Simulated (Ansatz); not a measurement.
Here is the system:

BRu:
```
BRu
1.0
    2.67137     0.00000     0.00000
    0.00000     2.67137     0.00000
    0.00000     0.00000     2.67137
Ru B
1 1
Direct
  0.00000   0.00000   0.00000
  0.50000   0.50000   0.50000
```

This is the PBEsol-relaxed structure.

Problem. All from the program Ansatz at the PBEsol level (PAW), unless another level is named. Estimate the electronic character.

Solution. metallic (no gap).

Problem. Next, the formation energy from the elements (no fitted shifts)?

Solution. 0.014 eV/atom.

Problem. Give the density of states at the Fermi level.

Solution. 0.53 states/eV per atom (mean over ±0.08 eV).

Problem. What about the gap with spin–orbit coupling?

Solution. none (metallic).

Space group Pm-3m (CsCl type). A made-up cell: these elements were put on the sites of a structure type; neither database checked (COD, Materials Project) lists it. Its standing as an ambient phase is unchecked. Symmetry was held in the PBEsol relaxation; its stability against distortions is not shown here. No spin polarisation was allowed. The references are the lowest solids computed at this level, not always the standard phases. Spin–orbit coupling is left out wherever it is not named.

Potentials: the earlier of the program's two PAW sets. The files were generated under PBE; for other functionals the program regenerates the frozen cores, and for LDA and PBEsol the local potential too.
